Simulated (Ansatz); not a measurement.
KCl (rock salt)

```yaml
crystal:
  lattice:
    - [0.00000, 3.14616, 3.14616]
    - [3.14616, 0.00000, 3.14616]
    - [3.14616, 3.14616, 0.00000]
  atoms:
    - { symbol: Cl, position: [0.00000, 0.00000, 0.00000] }
    - { symbol: K, position: [0.50000, 0.50000, 0.50000] }
```

The slice is a {100} plane (indices of the conventional cell) through the point (0.500, 0.500, 0.500) (fractional), spanned by u = [100] and v = [0 1 -1] in vectors of this cell: u (4.45 Å) and v (4.45 Å, at 90° to u). It covers one period; positions are fractions (u, v).

Method: r2SCAN (plane waves to 500 eV, PAW, scalar-relativistic; Ansatz, a first-principles code). k mesh 9×9×9. Near the nuclei the fields are pseudised (PAW); where an atom keeps semicore shells as valence, they peak there. KCl was relaxed with its symmetry unable to fall.

### Question
Predict the map of the valence electron density on the slice.

### Answer
```
|9999998877665544333333333344556677889999|
|9999998877664444444444444444446677889999|
|9988887766554444445555554444445566778888|
|7777776655555555556666665555555555667777|
|6666665555555566666677666666555555556666|
|5555444455556677777788777777665555444455|
|4444444455667777888888888877776655444444|
|3333444455667788888888888888776655444433|
|3333445566667788888877888888776666554433|
|3333445566778888887700778888887766554433|
|3333445566667788888877888888776666554433|
|3333444455667788888888888888776655444433|
|4444444455667777888888888877776655444444|
|5555444455556677777788777777665555444455|
|6666665555555566666677666666555555556666|
|7777776655555555556666665555555555667777|
|9988887766554444445555554444445566778888|
|9999998877664444444444444444446677889999|
|9999998877665544333333333344556677889999|
|9999999977665544333333333344556677999999|
```
Scale: ten equal steps from -3.00 (start of '0') to 0.62 (end of '9'), in the order '0123456789'. Values: log₁₀ of the valence density in e/Å³. The map has 20 points along u (two characters each, u = 0 at the left) and 20 along v (v = 0 in the bottom row). The scale is logarithmic, as a density can span decades between atoms and voids; values under 0.001 e/Å³ are set to 0.001.
